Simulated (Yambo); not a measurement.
RbCl (rock salt, space group Fm-3m, No. 225), G0W0@PBEsol in Yambo; all else as in the reference (4×4×4 Γ-centred k mesh, 159 bands and a 10 Ry block in the screening, 159 bands in G with the Bruneval-Gonze terminator, plasmon pole fitted at 27.2 eV). One parameter is varied: the k mesh, over 2×2×2, 4×4×4, 6×6×6.

**Question.** From which value on does the gap Γ → Γ stay within 0.05 eV of the largest setting?

**Answer.** From 4×4×4 on.
| k mesh | G0W0 gap (eV) | valence shift (eV) | rough Yambo cost |
|---|---|---|---|
| 2×2×2 | 7.85 | -2.20 | about 1/10 |
| 4×4×4 | 7.94 | -2.33 | 1 |
| 6×6×6 | 7.92 | -2.31 | about 6× |
The last step of the sweep still moves the gap by 20 meV; the other settings are held fixed.

Geometry relaxed with PBEsol; primitive cell a = b = c = 4.625 Å, α = β = γ = 60.00°.

A shift is the quasiparticle energy of the state minus its PBEsol energy.
